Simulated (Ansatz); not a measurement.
Data:

Starting cell, TiC (rock salt):

```
TiC
1.0
    0.00000     4.33303     4.33303
    2.16652     2.16652     4.33303
    2.16652     2.16652     0.00000
C Ti
2 2
Direct
  0.00000   0.00000   0.00000
  0.50000   0.00000   0.00000
  0.00000   0.50000   0.50000
  0.50000   0.50000   0.50000
```

The atoms are displaced by Q × the pattern below (from a DFPT mode at X = (0.5, 0.5, 0.0), largest move 1; Q in Å), at fixed cell. (q is in reciprocal vectors of the primitive cell; the cell shown is doubled to hold the pattern.)

| atom | x | y | z |
|---|---|---|---|
| C1 | 0.000 | 0.000 | -0.023 |
| C2 | 0.000 | 0.000 | 0.023 |
| Ti3 | 0.000 | 0.000 | 1.000 |
| Ti4 | 0.000 | 0.000 | -1.000 |

These are PBE (plane waves to 420 eV, PAW, scalar-relativistic; Ansatz, a quantum-chemistry and plane-wave program) values and carry that method's errors. k mesh 18×18×18 (Γ-centred), Fermi-Dirac smearing 0.05 eV. The energy includes the smearing's −TS. With partly filled bands, energies and forces of such displacements shift with the k mesh and the smearing. TiC is run without spin polarisation. TiC was relaxed with its symmetry unable to fall. ΔE is measured from the undisplaced structure.

The scan covers Q from -0.280 to 0.280 Å in 13 points.

### Question
Is this a single well or a double well?

### Answer
A single well with its minimum at or next to zero displacement.

### Question
Which space group does the distorted structure have?

### Answer
P4/nmm (No. 129), lowered from Fm-3m.

### Question
What is the energy change at Q = 0.280 Å?

### Answer
1861 meV/cell.

### Question
What harmonic wavenumber does the curvature at Q = 0 give?

### Answer
354 cm⁻¹.

(For displaced atoms, the force is minus the slope of the energy, and its curvature is a force constant, which sets phonon frequencies.)
